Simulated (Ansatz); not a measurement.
BaC$_{2}$:
```
BaC2
1.0
    2.54169     1.46745     2.45404
   -2.54169     1.46745     2.45404
    0.00000    -2.93489     2.45404
Ba C
1 2
Cartesian
  0.00000   0.00000   0.00000
  0.00000   0.00000   4.31362
  0.00000   0.00000   3.04849
```

Plane-wave PAW PBEsol (Ansatz code) gives a gap of 1.18 eV without spin–orbit coupling, maximum at T, minimum at Γ.

### Question
What happens when spin–orbit coupling is switched on?

### Answer
The gap is nearly the same, to 1.18 eV; maximum at T, minimum at Γ.

### Question
Give the electron effective mass with spin–orbit coupling.

### Answer
0.36, 0.45, 0.45 mₑ (principal values).

### Question
Give the hole effective mass with spin–orbit coupling.

### Answer
0.48, 5.7, 5.7 mₑ (principal values).

Space group R-3m. The workflow started from a Materials Project entry (that database holds measured and hypothetical structures alike); the Crystallography Open Database copy checked does not list it. Its standing as an ambient phase is unchecked. The cell was relaxed with PBEsol under the symmetry of its start; phonons on a q-mesh show no instability. Its formation energy is positive at this level, so the cell may be metastable or incomplete.

Potentials: the later of the program's two PAW sets.
